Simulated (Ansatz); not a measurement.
LaSi$_{2}$Ni$_{2}$:
```
CELL_PARAMETERS angstrom
     -2.04958     2.04958     4.84326
      2.04958    -2.04958     4.84326
      2.04958     2.04958    -4.84326
ATOMIC_POSITIONS crystal
  La 0.00000 0.00000 0.00000
  Si 0.63511 0.63511 0.00000
  Si 0.36489 0.36489 0.00000
  Ni 0.25000 0.75000 0.50000
  Ni 0.75000 0.25000 0.50000
```

Relaxed with r²SCAN. Special points in fractions of this cell's reciprocal vectors: Γ (0.000, 0.000, 0.000); X (0.000, 0.000, 0.500); P (0.250, 0.250, 0.250); N (0.000, 0.500, 0.000); M (0.500, 0.500, -0.500); S (0.295, 0.705, -0.295); S0 (-0.295, 0.295, 0.295); R (-0.090, 0.090, 0.500); G (0.500, 0.500, -0.090).

List the band energies nearest the Fermi level at these points for r²SCAN (plane waves, PAW; program Ansatz).

In eV from the Fermi level; about four levels below and three above (degenerate sets whole), none deeper than 8.9 eV; points with the same levels are listed once.

```
k                          below           above
-  -----------------------------  --------------
Γ  -1.40 -1.40 -1.37 -0.87 -0.43  1.58 1.58 2.12
X        -1.37 -0.56 -0.51 -0.50  2.40 2.91 3.15
P        -0.92 -0.92 -0.51 -0.51  2.05 3.04 3.04
N        -1.98 -1.69 -1.28 -0.12  1.29 1.43 1.74
M        -1.45 -0.87 -0.80 -0.80  0.41 1.04 2.58
S        -1.91 -1.89 -1.89 -0.08  0.02 0.09 1.95
R        -0.93 -0.66 -0.51 -0.37  2.41 2.88 3.10
```

Space group I4/mmm. The workflow started from a Materials Project entry (that database holds measured and hypothetical structures alike); the Crystallography Open Database files this formula in space group No. 139, but the cells were not matched. Whether it is the stable phase at ambient conditions was not checked. Symmetry was held in the r²SCAN relaxation; whether a distortion lowers the energy is not shown. No spin polarisation was allowed. Spin–orbit coupling is left out wherever it is not named.

Potentials: the later of the program's two PAW sets.
